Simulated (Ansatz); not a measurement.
Input file for Ansatz (a program for electronic structure):

Ansatz 0.2 input:
```yaml
crystal:
  lattice:
    - [4.6815932523, 0.0, 0.0]
    - [-2.3407966261, 4.0543786867, 0.0]
    - [0.0, 0.0, 5.1404454402]
  atoms:
    - { symbol: Be, position: [0.4630634688, 0.0, 0.3333333333] }
    - { symbol: Be, position: [0.0, 0.4630634688, 0.6666666667] }
    - { symbol: Be, position: [0.5369365312, 0.5369365312, 0.0] }
    - { symbol: F, position: [0.4126419374, 0.2787359236, 0.2226322542] }
    - { symbol: F, position: [0.7212640764, 0.1339060138, 0.5559655875] }
    - { symbol: F, position: [0.8660939862, 0.5873580626, 0.8892989209] }
    - { symbol: F, position: [0.2787359236, 0.4126419374, 0.7773677458] }
    - { symbol: F, position: [0.1339060138, 0.7212640764, 0.4440344125] }
    - { symbol: F, position: [0.5873580626, 0.8660939862, 0.1107010791] }
kpoints:
  mp_grid: { grid: [7, 7, 6] }
hamiltonian:
  xc: r2scan
  pseudopotentials: { azcp: { folder: ./paw }, kind: paw }
scf:
  occupations: { method: fixed }
checkpoint: { read: static.run }
output: { write_density: true, elf: true, volumetric_format: npy }
basis: { fft_grid_basis: typed }
```

Output (shortened):

```
Pseudopotential: Be, paw, valence charge 2
Pseudopotential: F, paw, valence charge 7
Functional definition: r2SCAN
Crystal: 9 atoms, lattice volume = 97.571 Å³
Basis set: ecut = 500 eV, 2557 PW (Γ), exchange–correlation on 144×144×160 points (64 copies of the dense FFT grid, shifted against one another)
Bands: 33, of which v1, the nominal top of the filled ones, is band 24 counted from 1 (23 counted from 0)
Symmetry: 6 space group operations
Space group: P3121 (ITA 152), of the structure as read, at distance tolerance 4.6e-5 Å
k-points: 40 of 294 (time reversal used)
Stability of the state it starts from, as read at its close in the unpolarized treatment …
iter 1 solved again at ethr=8.14e-8 eV; its pass at ethr=3.10e-3 eV (dr2=3.91e-5 eV) is discarded
SCF iter   1: F=—  HF=-5152.676072 eV  |F-HF|=—  |Δ(HF+E_count)|=         —  Δρ=2.39e-7  dr2=2.44e-11  dr2_τ=5.78e-12  ethr=8.14e-8  ⟨swp⟩=3.2  Hψ=8386  notcnv=0  defer=279
preconditioner: auto → Resta (q_TF=auto, 2.424 Å⁻¹)
SCF iter   2: F=-5152.676072 eV  HF=-5152.676072 eV  |F-HF|=1.00e-11  |Δ(HF+E_count)|=   1.52e-8  Δρ=1.79e-7  dr2=1.37e-11  dr2_τ=4.36e-12  ethr=1.00e-12  ⟨swp⟩=11.1  Hψ=6908  notcnv=0
SCF 1 converged in 2 iterations: F = -5152.676072 eV  dr2 = 1.37e-11
SCF converged after 2 iterations
Free energy (F): -5152.676072 eV
Harris-Foulkes:  -5152.676072 eV  (|F-HF|=1.00e-11)
Internal energy: -5152.676072 eV  (E = F + TS)
E sigma→0 (E₀):  -5152.676072 eV
Fermi energy:    -1.984747 eV
--- Per-component energies (eV) ---
  E_band       = -420.655871
  E_kinetic    = 1263.202281
  E_local      = -4119.194653  (includes V_loc(G=0)·N_el)
  E_nonlocal   = 533.141984
  E_hartree    = 1528.400256
  E_xc         = -516.121741
  E_vxc        = -740.295638  (∫ρ·V_xc dr)
  E_paw        = -1430.176799  (= ΣΔE_a)
  E_vpaw       = -468.045846  (= ΣTr[D̂ρ^β])
  E_aug_tail   = 0.001805  (compensation charges beyond the density's cutoff)
  E_vtau       = 53.733441  (kinetic-family band-sum trace: ∫τ·v_τ [+ j·A + Jᵃ·Aᵃ] dr)
  E_ewald      = -2411.704773
  E_core_change = -0.224432  (= ΣΔE_core)
  E_smearing   =  0.000000  (= −TS)
  E_closure    =  0.000000  (closes the sum)
  Σ components = -5152.676072   (vs F -5152.676072, Δ=0.00e0)
  [band-id]    e_kinetic+e_local+e_nonlocal+2·e_hartree+e_vxc+e_vpaw+e_augmentation_tail+e_vtau = -420.656116   (vs E_band -420.655871, Δ=-2.45e-4)
--- Band table (eV; the first three rows and the last of 40) ---
  k-point 0: bands = ["-24.1862", "-23.4814", "-23.4814", "-23.2488", "-23.2488", "-23.2200", "-6.3993", "-6.3993", "-5.6472", "-5.3770", "-5.3770", "-5.3604", "-3.8894", "-3.8894", "-3.6848", "-3.5960", "-2.6998", "-2.6998", "-2.5106", "-2.5106", "-2.5056", …
  k-point 1: bands = ["-24.1564", "-23.6261", "-23.3687", "-23.2527", "-23.2401", "-23.2230", "-6.6227", "-6.1430", "-5.6787", "-5.5390", "-5.4023", "-5.1645", "-3.9619", "-3.7500", "-3.6597", "-3.4748", "-2.8296", "-2.7190", "-2.6333", "-2.5663", "-2.5090", …
  k-point 2: bands = ["-24.0712", "-23.7866", "-23.2981", "-23.2499", "-23.2318", "-23.2313", "-6.7691", "-5.9172", "-5.7379", "-5.6358", "-5.5065", "-4.9469", "-3.8515", "-3.6995", "-3.5731", "-3.2380", "-3.0336", "-2.9187", "-2.7466", "-2.6885", "-2.5683", …
  k-point 39: bands = ["-23.8504", "-23.6571", "-23.5433", "-23.3051", "-23.2762", "-23.2751", "-6.3299", "-6.1172", "-5.9007", "-5.2946", "-5.2014", "-5.1607", "-4.1103", "-3.8577", "-3.5742", "-3.2675", "-3.0740", "-3.0682", "-2.6123", "-2.5420", "-2.5087", …
```

Cost: around 22 core-seconds (rough) on shared cores.

Space group P3_121. The workflow started from a Materials Project entry (that database holds measured and hypothetical structures alike); the Crystallography Open Database files this formula in space group No. 152, but the cells were not matched. Whether it is the stable phase at ambient conditions was not checked. The cell was relaxed with r²SCAN under the symmetry of its start; its stability against distortions is not shown here.

Potentials: the earlier of the program's two PAW sets. The files were generated under PBE; for other functionals the program regenerates the frozen cores, and for LDA and PBEsol the local potential too.

Ansatz is a plane-wave DFT program.
